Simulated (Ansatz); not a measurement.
Relaxed W3N4 (space group Pm-3m):

```xyz
14
Lattice="8.4309 0.0000 0.0000 4.2154 4.2154 0.0000 0.0000 0.0000 4.2154" Properties=species:S:1:pos:R:3 pbc="T T T"
N     10.5386     2.1077     2.1077
N      6.3232     2.1077     2.1077
N      2.1077     0.0000     0.0000
N      6.3232     0.0000     0.0000
N      8.4309     2.1077     0.0000
N      4.2154     2.1077     0.0000
N      0.0000     0.0000     2.1077
N      4.2154     0.0000     2.1077
W     10.5386     2.1077     0.0000
W      6.3232     2.1077     0.0000
W      8.4309     2.1077     2.1077
W      4.2154     2.1077     2.1077
W      2.1077     0.0000     2.1077
W      6.3232     0.0000     2.1077
```

The atoms are displaced by Q × the pattern below, of wave vector M = (0.5, 0.5, 0.0), at fixed cell (Q in Å). By its forces on this mesh it is no single normal mode but a mixture. (q is in reciprocal vectors of the primitive cell; the cell shown is doubled to hold the pattern.)

```csv
atom,x,y,z
N1,0.000,0.000,-1.000
N2,0.000,0.000,1.000
W9,0.000,0.000,-0.057
W10,0.000,0.000,0.057
```

Atoms not listed stay in place.

Calculation: PBE (plane waves to 420 eV, PAW, scalar-relativistic; Ansatz, a first-principles code). k mesh 11×11×11 (Γ-centred), Fermi-Dirac smearing 0.05 eV. Energies are smeared free energies. Compression counts positive. With partly filled bands, energies and forces of such displacements shift with the k mesh and the smearing. Spin-orbit coupling is left out, though W is heavy. W3N4 is run without spin polarisation. W3N4 was relaxed with its symmetry unable to fall. ΔE is measured from the undisplaced structure.

| Q (Å) | P (GPa) | ΔE (meV/cell) |
|---|---|---|
| -0.110 | 0.6 | ? |
| -0.092 | 0.4 | ? |
| -0.073 | 0.2 | -0.1 |
| -0.055 | 0.1 | ? |
| -0.037 | 0.1 | ? |
| -0.018 | 0.0 | -0.8 |
| 0.000 | 0.0 | 0.0 |
| 0.018 | 0.0 | -0.8 |
| 0.037 | 0.1 | ? |
| 0.055 | 0.1 | ? |
| 0.073 | 0.2 | -0.1 |
| 0.092 | 0.4 | ? |
| 0.110 | 0.6 | ? |

Problem. Fill in the missing entries.

Solution. 
- -0.110, ΔE (meV/cell): 16.7
- -0.092, ΔE (meV/cell): 6.1
- -0.055, ΔE (meV/cell): -2.4
- -0.037, ΔE (meV/cell): -2.2
- 0.037, ΔE (meV/cell): -2.2
- 0.055, ΔE (meV/cell): -2.4
- 0.092, ΔE (meV/cell): 6.1
- 0.110, ΔE (meV/cell): 16.7

(A displaced cell: forces are minus the slopes of the energy, force constants its curvatures, and phonons follow from these.)
